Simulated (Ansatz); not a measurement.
Relaxed Sc (hcp, Mg type):

```
CELL_PARAMETERS angstrom
      3.27714     0.00000     0.00000
     -1.63857     2.83808     0.00000
      0.00000     0.00000     5.08539
ATOMIC_POSITIONS crystal
  Sc 0.33333 0.66667 0.75000
  Sc 0.66667 0.33333 0.25000
```

Scan: atom 1 (Sc, nearest neighbour Sc at 3.169 Å; its periodic images, 3.3 Å or more away, move with it) is displaced along Cartesian [111], direction (0.577, 0.577, 0.577) in Cartesian axes, by s. The other atoms stay.

Method: PBEsol (plane waves to 420 eV, PAW, scalar-relativistic; Ansatz, a program for electronic structure). k mesh 13×13×8 (Γ-centred), Fermi-Dirac smearing 0.05 eV. With partly filled bands, energies and forces of such displacements shift with the k mesh and the smearing. F∥ is the force on the atom along that direction. Sc is run without spin polarisation. Sc was relaxed with its symmetry unable to fall. 

```json
[
 {"s (Å)": "-0.320", "F∥ (eV/Å)": "0.832"},
 {"s (Å)": "-0.256", "F∥ (eV/Å)": "0.663"},
 {"s (Å)": "-0.192", "F∥ (eV/Å)": "0.496"},
 {"s (Å)": "-0.128", "F∥ (eV/Å)": "0.329"},
 {"s (Å)": "-0.064", "F∥ (eV/Å)": "0.163"},
 {"s (Å)": "0.000", "F∥ (eV/Å)": "0.000"},
 {"s (Å)": "0.064", "F∥ (eV/Å)": "-0.160"},
 {"s (Å)": "0.128", "F∥ (eV/Å)": "-0.319"},
 {"s (Å)": "0.192", "F∥ (eV/Å)": "-0.478"},
 {"s (Å)": "0.256", "F∥ (eV/Å)": "-0.636"},
 {"s (Å)": "0.320", "F∥ (eV/Å)": "-0.791"}
]
```

Problem. What is the force constant k = d²E/ds² of this move at s = 0?

Solution. 2.53 eV/Å². The forces along the line at the two nearest points give (0.163 − (-0.160)) / (2·0.064) = 2.52 eV/Å²; the next pair corrects for the finite step.

(For displaced atoms, the force is minus the slope of the energy, and its curvature is a force constant, which sets phonon frequencies.)
